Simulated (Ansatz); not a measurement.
BaF2 (fluorite) is sheared across one {100} plane: the third cell vector gains the shift, so faults repeat every 9.3 Å. The cut lies between planes 1.55 Å apart; the cell height is held.

```
BaF2
1.0
    4.38034     0.00000     0.00000
    0.00000     4.38034     0.00000
    2.19017     2.19017     9.29211
Ba F
3 6
Direct
  0.00000   0.00000   0.91667
  0.33333   0.33333   0.25000
  0.66667   0.66667   0.58333
  0.91667   0.41667   0.08333
  0.25000   0.75000   0.41667
  0.58333   0.08333   0.75000
  0.41667   0.91667   0.08333
  0.75000   0.25000   0.41667
  0.08333   0.58333   0.75000
```

In-plane vectors a = (4.380, 0.000) Å, b = (0.000, 4.380) Å, area 19.19 Å². The shift is s times the vector a (length 4.380 Å), so s = 1 restores the start. Atoms relax along the normal only. γ = [E(shift) − E(0)] / area.

All values below come from r2SCAN (plane waves to 500 eV, PAW, scalar-relativistic; Ansatz, an electronic-structure program). k mesh 7×7×7 (Γ-centred), Fermi-Dirac smearing 0.05 eV. E is the zero-smearing estimate. Some relaxations began with atoms very close together and may have settled on another branch. Faults lie only 9.3 Å apart, and holding the cell height raises γ above its relaxed value. BaF2 was relaxed with its symmetry unable to fall. γ is measured from zero shift.

| s | γ (mJ/m²) |
|---|---|
| 0.000 | 0 |
| 0.083 | 113 |
| 0.167 | 340 |
| 0.250 | 582 |
| 0.333 | 798 |
| 0.417 | 954 |
| 0.500 | 1011 |
| 0.583 | 954 |
| 0.667 | 798 |
| 0.750 | 582 |
| 0.833 | 340 |
| 0.917 | 113 |

Question: Does γ have a local minimum between the ends of the line, and at which s?

Answer: No computed point is one.

Question: By a periodic cubic spline through the points, what shear stress does the steepest rise of γ from s = 0 correspond to?

Answer: 6.7 GPa. A slope of 1 mJ/m² per Å is 0.01 GPa.

(The slope of γ gives the shear force per area between the displaced halves; near zero shift its curvature is an elastic stiffness.)
